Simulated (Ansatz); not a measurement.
**Ru (P6_3/mmc): several responses side by side**

The conventional cell has a = 2.692 Å, b = 2.692 Å, c = 4.246 Å, α = 90.00°, β = 90.00°, γ = 120.00°. Ru (atom 1) is surrounded by 12 Ru at 2.63 to 2.69 Å.

Ansatz runs use the cell relaxed by PAW under their functional.

Problem. What do its conduction electrons give? (PBEsol, all-electron LAPW in Ansatz 0.2.0, scalar-relativistic; a = 2.692, c = 4.246 Å; k mesh 16×16×8, fine mesh 24×24×12, Fermi-Dirac smearing of 0.100 eV, basis error target 1 meV/atom)

Solution. Fermi-surface sums: N(E_F) = 0.78 states/eV/atom, ħω_p (r.m.s. of x, y, z) = 9.0 eV, Fermi speed = 0.70×10⁶ m/s.

Problem. How stiff is it? (PBEsol, PAW on Ansatz 0.2.0's default frozen-core files (fitted under PBE), scalar-relativistic; a = 2.690, c = 4.251 Å; k mesh 18×18×10, strains of ±0.008, Fermi-Dirac smearing of 0.080 eV, cutoff 420 eV)

Solution. Elastic moduli (Hill averages, relaxed ions; θ_D from sound speeds over directions): B = 347 GPa, G = 216 GPa, C11 = 625 GPa, C33 = 697 GPa, C44 = 207 GPa, ν = 0.242, θ_D = 576 K.

Problem. How does it vibrate? (PBEsol, PAW on Ansatz 0.2.0's default frozen-core files (fitted under PBE), scalar-relativistic; a = 2.691, c = 4.248 Å; k mesh 16×16×10, Fermi-Dirac smearing of 0.100 eV, cutoff 420 eV; q mesh 2×2×2)

Solution. Harmonic phonons by finite displacements (negative means unstable): highest mode = 261 cm⁻¹, lowest at M = 140 cm⁻¹, lowest at A = 141 cm⁻¹, lowest at L = 164 cm⁻¹, lowest optical at Γ = 202 cm⁻¹, highest at Γ = 261 cm⁻¹.

Limits of these numbers: these sums move with the mesh, by several per cent and more for small sheets (Fermi surface); frozen-core PAW files fitted under PBE, their cores solved anew for the functional of the run (moduli, phonons); responses of metals move with mesh and smearing (moduli, phonons); elastic stability says nothing of phonons or of other phases (moduli).
